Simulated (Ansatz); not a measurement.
Relaxation of a relaxed TaAs cell deformed by the Cartesian strain tensor (xx, yy, zz, yz, xz, xy) = (0.100, 0.011, 0.063, 0.021, 0.030, -0.133); 4 atoms in the cell, which starts as P1 (No. 1), aP4; a = 3.532 Å, b = 3.839 Å, c = 6.480 Å, α = 100.25°, β = 99.44°, γ = 104.35°. All values below come from PBE (plane waves to 420 eV, PAW, scalar-relativistic; Ansatz, a quantum-chemistry and plane-wave program). Γ-centred k-mesh 7×6×10 on the run's cell (coarser than for final values), Fermi–Dirac smearing 0.05 eV. This is the first round of the run. 

The optimiser's lines from the output (shortened; P is positive under compression):

```
relax step   1: F+E_penalty+E_count = -29576.39763322 eV  Δ(F+E_penalty+E_count) = +0.000e0 eV  max|allowed force component| = 1.375e0 eV/Å  Δτ_max = 0.0000 Å  P = -7.519 GPa  Ω = 81.739 Å³  (7 SCF iters, dr2 threshold 1.00e-7 eV, accepted)
relax step   2: F+E_penalty+E_count = -29577.55283490 eV  Δ(F+E_penalty+E_count) = -1.155e0 eV  max|allowed force component| = 2.790e-1 eV/Å  Δτ_max = 0.0604 Å  P = -7.239 GPa  Ω = 77.508 Å³  (7 SCF iters, dr2 threshold 4.00e-7 eV, accepted)
relax step   3: F+E_penalty+E_count = -29578.35280203 eV  Δ(F+E_penalty+E_count) = -8.000e-1 eV  max|allowed force component| = 2.299e-1 eV/Å  Δτ_max = 0.0197 Å  P = -4.461 GPa  Ω = 73.803 Å³  (7 SCF iters, dr2 threshold 4.00e-7 eV, accepted)
relax step   4: F+E_penalty+E_count = -29578.87624574 eV  Δ(F+E_penalty+E_count) = -5.234e-1 eV  max|allowed force component| = 1.842e-1 eV/Å  Δτ_max = 0.0540 Å  P = -2.527 GPa  Ω = 71.579 Å³  (6 SCF iters, dr2 threshold 4.00e-7 eV, accepted)
relax step   5: F+E_penalty+E_count = -29578.95801979 eV  Δ(F+E_penalty+E_count) = -8.177e-2 eV  max|allowed force component| = 2.581e-2 eV/Å  Δτ_max = 0.0105 Å  P = -0.186 GPa  Ω = 70.429 Å³  (6 SCF iters, dr2 threshold 4.00e-7 eV, accepted)
relax step   6: F+E_penalty+E_count = -29578.95821541 eV  Δ(F+E_penalty+E_count) = -1.956e-4 eV  max|allowed force component| = 4.910e-3 eV/Å  Δτ_max = 0.0030 Å  P = -0.008 GPa  Ω = 70.350 Å³  (6 SCF iters, dr2 threshold 4.00e-7 eV, accepted)
relax step   7: F+E_penalty+E_count = -29578.95822544 eV  Δ(F+E_penalty+E_count) = -1.003e-5 eV  max|allowed force component| = 5.304e-4 eV/Å  Δτ_max = 0.0007 Å  P = +0.005 GPa  Ω = 70.349 Å³  (6 SCF iters, dr2 threshold 5.36e-9 eV, accepted)
relax step   8: F+E_penalty+E_count = -29578.95878269 eV  Δ(F+E_penalty+E_count) = -5.572e-4 eV  max|allowed force component| = 4.090e-4 eV/Å  Δτ_max = 0.0000 Å  P = +0.017 GPa  Ω = 70.349 Å³  stress off target by 8.87e-2 GPa  SCF on the basis re-selected at this cell (its energy is not comparable with the rows above)  (6 SCF iters)
relax step   9: F+E_penalty+E_count = -29578.95878848 eV  Δ(F+E_penalty+E_count) = -5.793e-6 eV  max|allowed force component| = 5.077e-4 eV/Å  Δτ_max = 0.0003 Å  P = +0.001 GPa  Ω = 70.354 Å³  (6 SCF iters, dr2 threshold 1.97e-8 eV, accepted)
relax step  10: F+E_penalty+E_count = -29578.95879007 eV  Δ(F+E_penalty+E_count) = -1.587e-6 eV  max|allowed force component| = 5.079e-4 eV/Å  Δτ_max = 0.0000 Å  P = +0.001 GPa  Ω = 70.354 Å³  stress off target by 2.91e-3 GPa  SCF on the basis re-selected at this cell (its energy is not comparable with the rows above)  (8 SCF iters)
```

From the first to the last row the energy changes by -0.64 eV/atom and the volume by -13.9 %. The last row is marked as not comparable with the walk above it, whose basis was carried along; it does compare with step 1, since both stand on a basis selected at the nominal cutoff for their own cell.

Later rounds, restarted from the end of this one on a renewed k-mesh, logged 8 more steps and released under 0.01 eV/atom more. The final structure after all rounds: I4₁md (No. 109), tI8; a = 3.4631 Å, b = 3.4631 Å, c = 11.7327 Å, α = 90.00°, β = 90.00°, γ = 90.00°. Between re-selections the logged energies stand on a plane-wave basis carried along with the cell. No spin polarisation in the result.
